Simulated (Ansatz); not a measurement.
Two inputs for CaNb₂Te₄Cl₁₀O

Cell: a computed structure from the Materials Project (it need not be an observed phase), taken as it stands.

```
Ca Nb Te Cl O
1.0
     7.14182    0.00000    0.00000
     2.05202    8.86874    0.00000
     0.10316    1.44981    9.40079
Ca Nb Te Cl O
1 2 4 10 1
Cartesian
  5.4550 4.5441 9.2632
  5.0235 6.7305 5.9600
  4.2071 3.8109 3.6197
  3.2169 8.2181 1.4771
  1.2763 2.9065 9.0742
  8.0663 7.2154 0.2738
  6.2745 1.7087 7.6721
  3.7070 1.9948 1.6948
  3.5541 5.6074 7.7146
  6.1317 2.5137 3.9983
  2.3603 5.0049 2.6764
  5.5916 4.9362 1.7753
  2.8697 2.5577 5.0400
  6.8382 5.2745 6.9871
  6.5267 7.6337 4.4444
  3.1513 7.8738 5.2561
  5.6005 8.3726 7.6468
  4.6470 5.1784 4.8006
```

Atoms are numbered from 1 in the order listed; like atoms form one site, named after its first atom.

Reference run. The numbers come from a DFT calculation in Ansatz (PBE, plane waves and PAW, scalar-relativistic, 420 eV cutoff, Γ-centred 5×4×4 k-points, Fermi–Dirac smearing 0.05 eV).

(1) The input is changed as follows: `scf.initial_density.chi_scale`: not typed → 0.0; `basis.xc_grid`: not typed → 2. What happens to V_zz (10²¹ V/m²) and η?

## Answers

(1) 

| site | atom | V_zz reference | η reference | V_zz changed | η changed |
| --- | --- | --- | --- | --- | --- |
| Ca | 1 | -2.16 | 0.10 | -2.16 | 0.10 |
| Nb2 | 2 | -8.01 | 0.39 | -8.01 | 0.39 |
| Nb3 | 3 | 4.32 | 0.27 | 4.32 | 0.27 |
| Te4 | 4 | -88.7 | 0.29 | -88.7 | 0.29 |
| Te5 | 5 | -87.4 | 0.27 | -87.4 | 0.27 |
| Te6 | 6 | -93.2 | 0.25 | -93.2 | 0.25 |
| Te7 | 7 | -84.4 | 0.22 | -84.4 | 0.22 |
| Cl10 | 10 | 8.22 | 0.24 | 8.22 | 0.24 |
| Cl11 | 11 | 9.07 | 0.33 | 9.07 | 0.33 |
| Cl13 | 13 | 7.75 | 0.18 | 7.75 | 0.18 |
| Cl16 | 16 | 6.59 | 0.23 | 6.59 | 0.23 |
| O | 18 | 1.54 | 0.35 | 1.54 | 0.35 |

All printed values agree. The table leaves out 6 of the 18 sites, with |V_zz| up to 9.58; their tensors move by 0.01 at most along any direction. SCF iterations: 13 and 16.

On the reference run: The largest force is 0.4 eV/Å, so the atoms aren't at the calculated equilibrium and relaxing them would move these values. With no gap above 0.1 eV, as in a metal, the gradients converge slowly in k; expect changes of a tenth or more on a denser mesh. Without spin–orbit coupling the gradients at and beside Te can be off by some per cent, at some sites by more. Semilocal functionals can leave a metal where correlation in the d or f shell opens a gap in the real compound, and that would change the values at and beside Nb.
